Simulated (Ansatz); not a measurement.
Here is an unrelaxed guess for Zr3SnSe.

```
Zr Sn Se
1.0
     3.19247   -3.23366    0.00000
     3.19247    3.23366    0.00000
     0.00000    0.00000    4.53640
Zr Sn Se
3 1 1
Direct
  0.50000 0.50000 0.50000
  0.50000 0.00000 0.00000
  0.00000 0.50000 0.00000
  0.50000 0.50000 0.00000
  0.00000 0.00000 0.50000
```

All numbers below come from DFT PBE, scalar-relativistic, plane waves, PAW (Ansatz). Cutoff 420 eV; k points 4×4×4 on the computed 5-atom cell (Γ-centred); Gaussian smearing, width 0.10 eV; no spin polarisation.

Formation energies are uncorrected and refer to the elements' standard structures at the same level. The references include grey tin.

Task: What does a single point on this coarse mesh give?

Result: The pressure is 73.1 GPa (the mean over three directions, positive in compression), the largest force is 0.00 eV/Å (symmetry fixes the atoms), and the energy is +2.60 eV/atom against the elements. The shortest distance is 2.27 Å.

Task: Is it a good guess?

Result: A poor one: relaxing gains about 2.1 eV/atom (the start's value is from the coarse mesh, so the gain is rough) in 23 ionic steps and ends at +0.51 eV/atom on the finer mesh. The symmetry stays Cmmm (No. 65). The volume per atom grows by 60.5 %, from 18.7 to 30.1 Å³. The shortest distance goes from 2.27 Å (Zr–Sn) to 2.71 Å (Zr–Se and Zr–Zr). Conventional cell: a = 5.430 Å, b = 9.987 Å, c = 5.543 Å. Zr on a site of symmetry mmm has 2 Se at 2.71 Å and 2 Sn at 2.77 Å; Sn is surrounded by 6 Zr at 2.77–2.84 Å; Se is surrounded by 2 Zr at 2.71 Å; 1 more site not described.

The last run used an 8×8×8 mesh for its 5-atom cell and Gaussian smearing of 0.10 eV. The reference form of Se is held partly by dispersion forces, which this level lacks. The relaxation can't lower the symmetry of the start, and the grade says only how near the guess is to its own end. A structure relaxed within its symmetry needn't be a true minimum. Another cell of Zr3SnSe relaxed alike, in P4mm, lies 1.04 eV/atom lower, so this cell isn't the stable form at this level.
